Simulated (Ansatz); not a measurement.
**TiPd (Pm-3m), two-dimensional strain map**

Method: DFT PBEsol, scalar-relativistic, plane waves, PAW (Ansatz 0.2.0). Cutoff 420 eV, Γ-centred 16×16×16 k-points, Gaussian smearing of 0.15 eV. No spin polarisation. Energies are free energies at this smearing, counted from the undisturbed cell; pressure is positive in compression.

Zero of the scan (as given, not relaxed at this level; it stands at -6.9 GPa, and it needn't be the usual structure):

```
Ti Pd
1.0
     3.18000    0.00000    0.00000
     0.00000    3.18000    0.00000
     0.00000    0.00000    3.18000
Ti Pd
1 1
Direct
  0.50000 0.50000 0.50000
  0.00000 0.00000 0.00000
```

The cell is strained by p along both x and y and by q along z, fractional coordinates fixed. Points are written (p, q).

p was sampled at -0.050, -0.025, 0.000, 0.025, 0.050 and q at -0.050, -0.025, 0.000, 0.025, 0.050.

Question: Where on the computed points is the energy highest, and how high?

Answer: At (0.050, 0.050): 238.4 meV/atom.

Question: Away from (0, 0), which computed point is lowest?

Answer: (-0.050, 0.050): -27.6 meV/atom.

The map, in meV/atom:

```
 p \ q  -0.050  -0.025  0.000  0.025  0.050
-0.050    89.8    42.5    7.6  -15.2  -27.6
-0.025    10.2    -7.9  -16.7  -16.0   -6.5
 0.000   -20.0   -13.9    0.0   20.9   48.7
 0.025    -8.3    17.9   50.6   88.8  132.1
 0.050    37.8    81.1  129.3  182.0  238.4
```